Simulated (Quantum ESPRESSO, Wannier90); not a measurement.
# Tight-binding from DFT: WO3 (P2₁/m)

```
begin unit_cell_cart
ang
    3.8720900000    0.0000000000    0.0000000000
    0.0000000000    7.4800900000    0.0000000000
   -0.0233550000    0.0000000000    3.8741900000
end unit_cell_cart
begin atoms_frac
W    0.0571300000 -0.2500000000 -0.0583800000
W   -0.0571300000  0.2500000000  0.0583800000
O    0.4838200000  0.2500000000  0.0192500000
O   -0.4838200000 -0.2500000000 -0.0192500000
O    0.0000000000  0.5000000000  0.0000000000
O    0.0000000000  0.0000000000  0.0000000000
O   -0.0180400000  0.2500000000 -0.4831000000
O    0.0180400000 -0.2500000000  0.4831000000
end atoms_frac
```

Materials Project entry mp-636284; symmetrised, unrelaxed at this level. Not found in the COD (Crystallography Open Database) copy used, which has the formula in other groups; not checked further. The atoms lie within 0.1 Å of the higher space group Cmcm. Computed values, not measurements, from PBEsol: Quantum ESPRESSO (norm-conserving PseudoDojo potentials, cutoff 68 Ry, no spin polarisation, no spin-orbit coupling) on a Γ-centred 6×4×6 mesh, then Wannier90. Density: 8×4×8 mesh, cold smearing 0.01 Ry. Spin-orbit coupling is left out although heavy elements are present.

A tight-binding model is made by disentanglement and projection with no localisation steps (num_iter = 0), so the 28 orbitals stay atom-like: hydrogen-like W: d; O: p, axes along x, y, z; frozen window up to 2.85 eV relative to the valence-band maximum. It follows pw.x to 0.4 meV rms for states up to 2.3 eV relative to the valence-band maximum. Matrix elements depend on this choice of orbitals and windows.

Question: What are the on-site energies relative to the valence-band maximum, and how fast do the hoppings decay?

Answer: 
```json
[
 {"atom": "W1", "orbitals": "dz2", "energy (eV)": "5.20"},
 {"atom": "W1", "orbitals": "dxz dyz dxy", "energy (eV)": "1.67"},
 {"atom": "W1", "orbitals": "dx2-y2", "energy (eV)": "5.26"},
 {"atom": "W2", "orbitals": "dz2", "energy (eV)": "5.19"},
 {"atom": "W2", "orbitals": "dxz dyz dxy", "energy (eV)": "1.67"},
 {"atom": "W2", "orbitals": "dx2-y2", "energy (eV)": "5.26"},
 {"atom": "O3", "orbitals": "pz py", "energy (eV)": "-1.34"},
 {"atom": "O3", "orbitals": "px", "energy (eV)": "-2.18"},
 {"atom": "O4", "orbitals": "pz py", "energy (eV)": "-1.34"},
 {"atom": "O4", "orbitals": "px", "energy (eV)": "-2.18"},
 {"atom": "O5", "orbitals": "pz px", "energy (eV)": "-1.32"},
 {"atom": "O5", "orbitals": "py", "energy (eV)": "-2.32"},
 {"atom": "O6", "orbitals": "pz px", "energy (eV)": "-1.32"},
 {"atom": "O6", "orbitals": "py", "energy (eV)": "-2.32"},
 {"atom": "O7", "orbitals": "pz", "energy (eV)": "-2.17"},
 {"atom": "O7", "orbitals": "px py", "energy (eV)": "-1.34"},
 {"atom": "O8", "orbitals": "pz", "energy (eV)": "-2.17"},
 {"atom": "O8", "orbitals": "px py", "energy (eV)": "-1.34"}
]
```

```
distance of the centres (Å)  largest modulus (eV)
---------------------------  --------------------
1–2                                           4.0
2–3                                           2.9
3–4                                          0.19
4–5                                         0.063
5–6                                         0.054
6–7                                         0.016
7–8                                         0.018
8–9                                        0.0022
9–10                                       0.0078
10–11                                      0.0013
```
